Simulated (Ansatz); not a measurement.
Input:

HfGe$_{2}$ in space group P6/mmm (No. 191; Hf on 1a, Ge on 2d), a = b = 4.694 Å, c = 2.790 Å, α = β = 90.00°, γ = 120.00°.

This is the PBEsol-relaxed structure.

Question: All from PBEsol in the plane-wave PAW code Ansatz, unless another level is named. Give the bulk modulus (Birch–Murnaghan fit).

Answer: 107 GPa.

Question: And the highest zone-centre frequency?

Answer: 166 cm⁻¹.

The cell is a constructed one: a structure type filled with these elements; neither database checked (COD, Materials Project) lists it. COD files the formula under space group No. 63. Its standing as an ambient phase is unchecked. The cell keeps a stress of up to 0.2 GPa. The cell was relaxed with PBEsol under the symmetry of its start; whether a distortion lowers the energy is not shown. No spin polarisation was allowed. As this level gives no gap, phonon frequencies hold no LO–TO term and depend on the k-mesh and smearing (Fermi–Dirac, 0.1 eV here). Scalar-relativistic: spin–orbit coupling is off unless named, which matters more the heavier the elements.

Potentials: the earlier of the program's two PAW sets. The files were generated under PBE; for other functionals the program regenerates the frozen cores, and for LDA and PBEsol the local potential too.
